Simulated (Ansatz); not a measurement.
KF:
```xyz
2
Lattice="0.0000 2.6845 2.6845 2.6845 0.0000 2.6845 2.6845 2.6845 0.0000" Properties=species:S:1:pos:R:3 pbc="T T T"
K      0.0000     0.0000     0.0000
F      2.6845     2.6845     2.6845
```

Relaxed with HSE06.

Q: Give the Bader charges and basin volumes of the independent atoms, DFT-HSE06 in the program Ansatz with PAW potentials.

A: 

```
atom  Bader charge (e)  Bader volume (Å³)
----  ----------------  -----------------
K1               +0.88               19.9
F2               -0.88               18.6
```

Space group Fm-3m (rock salt). The cell was relaxed with HSE06 under the symmetry of its start.

Potentials: the later of the program's two PAW sets.
